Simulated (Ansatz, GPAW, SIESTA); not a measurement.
One calculation of InSb3, 4 ways

```
Sb In
1.0
     4.80637    0.00000    0.00000
     0.00000    4.80637    0.00000
     0.00000    0.00000    4.80637
Sb In
3 1
Cartesian
  2.4032 2.4032 0.0000
  0.0000 2.4032 2.4032
  2.4032 0.0000 2.4032
  0.0000 0.0000 0.0000
```

The cell comes from a database or a generator and needn't be the stable form of this composition.

Alike in all runs: task band structure; functional PBE; k mesh 6 × 6 × 6; occupations fermi-dirac, width 0.05 eV; no spin polarisation; no spin-orbit coupling. Pressure is positive in compression and, in plane waves, holds the error of the finite cutoff, which Ansatz's Pulay term estimates and takes out.

```json
{"program and potentials": "Ansatz, Ansatz PAW", "plane-wave cutoff (eV)": "420", "notes": "Pulay term of +0.04 GPa included", "pressure (GPa)": "0.18"}
{"program and potentials": "SIESTA, files PseudoDojo sr-pbe-0.4.1-standard, DZP (energy shift 0.003 Ry; two zetas on semicore shells)", "plane-wave cutoff (eV)": "-", "notes": "atomic basis", "pressure (GPa)": "1.73"}
{"program and potentials": "Ansatz, all-electron LAPW, scalar-relativistic", "plane-wave cutoff (eV)": "-", "notes": "-", "pressure (GPa)": "0.19"}
{"program and potentials": "GPAW, GPAW PAW data sets (gpaw-data 1.2.1)", "plane-wave cutoff (eV)": "600", "notes": "-", "pressure (GPa)": "-0.11"}
```

The pressure spans -0.11 (GPAW, GPAW PAW data sets (gpaw-data 1.2.1)) to 1.73 GPa (SIESTA, files PseudoDojo sr-pbe-0.4.1-standard, DZP (energy shift 0.003 Ry; two zetas on semicore shells)), with all-electron results at 0.19. The pressure on the cell as given of SIESTA, files PseudoDojo sr-pbe-0.4.1-standard, DZP (energy shift 0.003 Ry; two zetas on semicore shells) lies far from the others; the cause wasn't traced. Rows in atomic bases carry the error of their basis and grid, which can be large.

Differences between rows come from potentials, basis sets and numerical settings, since the functional is the same but for its coding. Runs on potential files found faulty are left out.
